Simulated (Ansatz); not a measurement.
# Nb: computed property card

Nb:
```
Nb
1.0
    0.00000     2.10688     2.10688
    2.10688     0.00000     2.10688
    2.10688     2.10688     0.00000
Nb
1
Direct
  0.00000   0.00000   0.00000
```

Space group Fm-3m (No. 225), fcc (Cu type); conventional cell a = b = c = 4.2138 Å, α = β = γ = 90.00°.

Method: plane-wave PAW r²SCAN (Ansatz code). Structure relaxed to zero pressure with the same functional. Other levels are named where they apply.

**Cell and energy**

* **Volume per atom**: 18.70 Å³
* **Density**: 8.25 g/cm³

**Electronic structure**

* **Electronic character**: metallic (no gap)
* **Density of states at the Fermi level**: 1.3 states/eV per atom (mean over ±0.08 eV)
* **Gap with spin–orbit coupling**: none (metallic)

**Mechanics**

Bulk modulus (Birch–Murnaghan fit): 168 GPa
Pressure derivative B′: 3.5
Elastic constants (relaxed ions, GPa): C11 = -21.7, C12 = 263, C44 = -48.3
Mechanical stability: unstable (C has a negative eigenvalue)

The workflow started from an entry of the Crystallography Open Database (COD), which files this formula under 2 space groups. It is not the phase usual at ambient conditions (space group No. 229). The cell was relaxed with r²SCAN under the symmetry of its start. The run is not spin-polarised. As this level gives no gap, shear constants depend on the k-mesh and smearing (Fermi–Dirac, 0.1 eV here). Scalar-relativistic: spin–orbit coupling is off unless named, which matters more the heavier the elements.

Potentials: the earlier of the program's two PAW sets.
